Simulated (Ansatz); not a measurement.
SnTe (Fm-3m): elastic constants by finite strains

Level of theory: r²SCAN, all-electron PAW in Ansatz 0.2.0, datasets made for the crystal, scalar-relativistic.

The cell comes from a PAW relaxation under the same functional.

Command line:

```sh
ansatz run input.yaml --threads 1 --pin off --max-ram 2560MiB --backend cpu --events-out ev --progress --plain --runs-dir out
```

Input file:

```yaml
crystal:
  lattice:
    - [0.0, 3.18496596554, 3.18496596554]
    - [3.18496596554, 0.0, 3.18496596554]
    - [3.18496596554, 3.18496596554, 0.0]
  atoms:
    - { symbol: Sn, position: [0.0, 0.0, 0.0] }
    - { symbol: Te, position: [0.5, 0.5, 0.5] }
kpoints:
  mp_grid: { grid: [14, 14, 14] }
scf:
  occupations: { method: fermi_dirac, width: 0.1 }
hamiltonian:
  xc: r2scan
  pseudopotentials: { kind: all_electron, datasets: crystal }
elastic:
  mode: relaxed_ion
  stencil: four_point
  amplitude: 0.008
```

The program printed:

```
Warning: RAYON_NUM_THREADS=1 ignored (pool sized by the plan → 1); use --threads N
hamiltonian.pseudopotentials.datasets: crystal makes datasets for this crystal and solves the spheres of its atoms anew in each pass: cutoff 240.0 eV, the density's 1680.0 eV; recipe a155b896e89f.33.16, for an error of 0.50 meV ...
Engine: ansatz 0.2.0, aarch64-unknown-linux-gnu
Pseudopotentials: kind: all_electron
Pseudopotential: Sn, paw, valence charge 14, recommended cutoff 240 eV (normal), crystal/all_electron/r2scan/scalar/gaussian/Sn, Koelling and Harmon's equation, gaussian nucleus
Pseudopotential: Te, paw, valence charge 16, recommended cutoff 240 eV (normal), crystal/all_electron/r2scan/scalar/gaussian/Te, Koelling and Harmon's equation, gaussian nucleus
Functional definition: r2SCAN
  parameter k0 = 0.174
  parameter k1 = 0.065
  parameter a1 = 4.9479
  exchange = r2scan_x(k0 = k0, k1 = k1, a1 = a1)
  correlation = r2scan_c
Crystal: 2 atoms, lattice volume = 64.617 Å³
Basis set: ecut = 240 eV, 537 PW (Γ), exchange–correlation on 128×128×128 points (64 copies of the dense FFT grid, shifted against one another)
Bands: 19, of which v1, the nominal top of the filled ones, is band 15 counted from 1 (14 counted from 0)
Symmetry: 48 space group operations
Space group: Fm-3m (ITA 225), of the structure as read, at distance tolerance 4.0e-5 Å
k-points: 104 of 2744
Non-local potential: Sn, projectors of the file, l = 0: 1, l = 1: 1, l = 2: 2
Non-local potential: Te, projectors of the file, l = 0: 1, l = 1: 1, l = 2: 2
PAW form: soft (Blöchl's): semilocal exchange-correlation on the pseudo side does not see the compensation charge
PAW one-centre angular grid: Sn, 590 points (default); XC on its mesh's 1863 points in the sphere
PAW one-centre angular grid: Te, 590 points (default); XC on its mesh's 1857 points in the sphere
Initial density: superposition of atomic densities (neutral atoms: chi_scale 0, normalization atom)
Initial wavefunctions: pseudopotential atomic-orbital guess
[... 182 lines left out ...]
  strains applied: 11, 23; error gains: componentwise 1.00 (the most a stress slope's error grows in a printed constant), spectral 1.73 (1 for all six strains in a standard setting)
  C = ∂σ_k/∂η_j (tension-positive GPa; Voigt order 11 22 33 23 13 12):
       125.060      3.231      3.231     -0.000     -0.000      0.000
         3.231    125.060      3.231     -0.000     -0.000      0.000
         3.231      3.231    125.060      0.000      0.000      0.000
        -0.000      0.000      0.000     17.487      0.000     -0.000
        -0.000      0.000      0.000     -0.000     17.487      0.000
        -0.000      0.000      0.000     -0.000     -0.000     17.487
  reference stress σ⁰ (GPa):      0.013      0.013      0.013      0.000      0.000      0.000
  C* (energy form; C + prestress term) asymmetry max|C*_kj − C*_jk| = 8.882e-16 GPa — a small one proves nothing (zero by symmetry where the batch's group is 432, −43m or m−3m); a large one is finite-difference/SCF noise where ...
  moduli (Voigt/Reuss/Hill, GPa): K = 43.84/43.84/43.84   G = 34.86/24.46/29.66   E = 72.61   ν = 0.224
  mechanically stable: yes (min eigenvalue of sym C = 17.49 GPa)
  where every solve meets its electron count the energy-path curvature estimates C_jj along a normal strain and C_jj − ¼(σ⁰_aa + σ⁰_bb) along a shear (ab), closely only under elastic.basis: deformed
  strain η (Voigt 11):  stress-route row diagonal C_11 = 125.06 GPa, energy-path curvature d²(F+E_count)/dδ²/Ω₀ = 125.06 GPa
    cells at ±δ against ±2δ: C11 125.19 and 125.58 GPa, apart by 0.31 % of the column's largest entry
         δ    σ_11 (GPa)             F (eV)   n_scf  n_hpsi   n_pw
    -1.600e-2      -2.1966     -353022.8684460      13  161143    548   relax 0 steps, max|allowed force component| 3.75e-30 eV/Å
    -8.000e-3      -1.0385     -353022.8736334       7   97278    552   relax 0 steps, max|allowed force component| 8.80e-29 eV/Å
     8.000e-3       0.9646     -353022.8736524       7   99951    568   relax 0 steps, max|allowed force component| 6.71e-30 eV/Å
     1.600e-2       1.8221     -353022.8691305      12  147226    568   relax 0 steps, max|allowed force component| 6.71e-30 eV/Å
  strain η (Voigt 23):  stress-route row diagonal C_44 = 17.49 GPa, energy-path curvature d²(F+E_count)/dδ²/Ω₀ = 17.48 GPa
    cells at ±δ against ±2δ: C44 17.49 and 17.48 GPa, apart by 0.02 % of the column's largest entry
         δ    σ_23 (GPa)             F (eV)   n_scf  n_hpsi   n_pw
    -1.600e-2      -0.2797     -353022.8743555      12  273954    560   relax 0 steps, max|allowed force component| 5.13e-30 eV/Å
    -8.000e-3      -0.1399     -353022.8750322       8  183920    560   relax 0 steps, max|allowed force component| 1.06e-29 eV/Å
     8.000e-3       0.1399     -353022.8750322       8  180961    560   relax 0 steps, max|allowed force component| 5.92e-29 eV/Å
     1.600e-2       0.2797     -353022.8743555      10  227981    560   relax 0 steps, max|allowed force component| 3.79e-29 eV/Å
```

The run converged.

**Elastic moduli**

Elastic constants of a crystal by Kohn-Sham DFT: slopes of the stress over finite engineering strains of the given cell, Voigt indices, Cartesian axes as in the input; Hill averages of a grain aggregate, Debye temperature from the mean sound speed over directions.

* Bulk modulus: 43.84 GPa
* Shear modulus: 29.66 GPa
* Young modulus: 72.61 GPa
* Poisson ratio: 0.224
* Bulk over shear modulus: 1.478
* Elastic anisotropy index: 2.125
* Least young modulus: 46.3 GPa
* Largest young modulus: 124.9 GPa
* Longitudinal sound speed: 3630 m/s
* Transverse sound speed: 2165 m/s
* Elastic debye temperature: 214.3 K
* Linear compressibility (x, y, z): 7.603, 7.603, 7.603 1/TPa
* Zener ratio: 0.2871
* Cauchy pressure: -14.26 GPa

### Elastic constants

```
Pressure at rest         : -0.013 GPa
Least elastic eigenvalue : 17.49 GPa
Elastically stable       : yes
```

| index | elastic (GPa) |
| --- | --- |
| 11 | 125.1 |
| 12 | 3.23 |
| 44 | 17.49 |

### Strained cells

Stress of each strained cell less that at rest, tension positive.

| strain component | strain | stress xx (GPa) | stress yy (GPa) | stress zz (GPa) | stress yz (GPa) | stress xz (GPa) | stress xy (GPa) | relaxation steps |
| --- | --- | --- | --- | --- | --- | --- | --- | --- |
| xx | -0.016 | -2.21 | -0.0459 | -0.0459 | 0 | 0 | 0 | 0 |
| xx | -0.008 | -1.052 | -0.0244 | -0.0244 | 0 | 0 | 0 | 0 |
| xx | 0.008 | 0.9515 | 0.0274 | 0.0274 | 0 | 0 | 0 | 0 |
| xx | 0.016 | 1.809 | 0.0576 | 0.0576 | 0 | 0 | 0 | 0 |
| yz | -0.016 | 0.0051 | -0.0026 | -0.0026 | -0.2797 | 0 | 0 | 0 |
| yz | -0.008 | 0.0013 | -0.0006 | -0.0006 | -0.1399 | 0 | 0 | 0 |
| yz | 0.008 | 0.0013 | -0.0006 | -0.0006 | 0.1399 | 0 | 0 | 0 |
| yz | 0.016 | 0.0051 | -0.0026 | -0.0026 | 0.2797 | 0 | 0 | 0 |

Caveats: the gap is closed or tiny at this level, so small that the run used smearing; responses move with mesh and smearing; rock-salt SnTe distorts to a rhombohedral form at low temperature, and its gap hangs on spin-orbit coupling.

Time and hardware: 10 min on 1 thread of Arm Neoverse V2, on a shared host, peak memory 1.4 GiB.
